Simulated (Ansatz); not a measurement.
Li:
```
CELL_PARAMETERS angstrom
      3.05302     0.00000     0.00000
     -1.52651     2.64400     0.00000
      0.00000     0.00000     5.00276
ATOMIC_POSITIONS crystal
  Li 0.33333 0.66667 0.25000
  Li 0.66667 0.33333 0.75000
```

Relaxed with PBEsol. Special points in fractions of this cell's reciprocal vectors: Γ (0.000, 0.000, 0.000); M (0.500, 0.000, 0.000); K (0.333, 0.333, 0.000); A (0.000, 0.000, 0.500); L (0.500, 0.000, 0.500); H (0.333, 0.333, 0.500).

Task: List the band energies nearest the Fermi level at these points for PBEsol (plane waves, PAW; program Ansatz).

Result: In eV from the Fermi level; about four levels below and three above (degenerate sets whole), none deeper than 8.9 eV; … stands for higher levels left out; points with the same levels are listed once.

```
k        below                above
-  -----------  -------------------
Γ  -3.57 -0.04     2.90 12.57 12.57
M        -0.08       1.05 4.69 5.84
K            –       1.30 2.25 2.25
A  -2.46 -2.46          7.95 7.95 …
L            –  0.68 0.68 3.51 3.51
H            –  2.18 2.18 2.77 2.77
```

Space group P6_3/mmc (hcp (Mg type)). The first step of the workflow began from a Materials Project structure, measured or hypothetical; the Crystallography Open Database files this formula in space group No. 194, but the cells were not matched. It is not the phase usual at ambient conditions (space group No. 229). The cell was relaxed with PBEsol under the symmetry of its start; its stability against distortions is not shown here.

Potentials: the later of the program's two PAW sets.
